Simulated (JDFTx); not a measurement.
System: Ru(1 0 -1 0) (P6_3/mmc bulk; lattice of mp-33, not re-optimised at this level), 1x1 cell of 6 atoms in 6 planes, area 11.56 Å² a face, 5.3 Å between the outermost planes in a cell 21.5 Å high; k mesh 8×6×1, Fermi width 0.01 Ha, no spin polarisation.

All numbers are PBE, GBRV ultrasoft potentials, plane waves to 20/100 Ha results from a modified build of JDFTx, not measurements. Liquid: linear PCM (GLSSA13), water, 1 M NaF. Between zero charge and -0.15 V from it the run gives σ = -2.7 μC/cm², a mean capacitance of 18.4 μF/cm². The liquid has ε = 78.4, a 1:1 salt at 1 M with linear (Debye) response, and T = 298 K.

Worked example: the Debye length, the diffuse-layer capacitance, and the inner capacitance that is left when the two stand in series.

Each ion has density c = 1 × 6.022×10⁻⁴ = 6.022e-04 Å⁻³. λ² = ε kT / (8π (e²/4πε₀) c) with kT = 0.02568 eV and e²/4πε₀ = 14.40 eV Å gives λ = 3.04 Å; the log prints 3.04 Å. C_diffuse = ε₀ε/λ = 228 μF/cm². Then 1/C_inner = 1/18.4 − 1/228, so C_inner = 20.0 μF/cm², which equals a vacuum gap of ε₀/C_inner = 0.44 Å. The diffuse layer takes 8 % of the potential drop; the rest lies between the electrode's charge and the onset of the dielectric, with the electrode's own (quantum) capacitance in it. The split is a model: in the calculation solvent and ions share one smooth cavity.
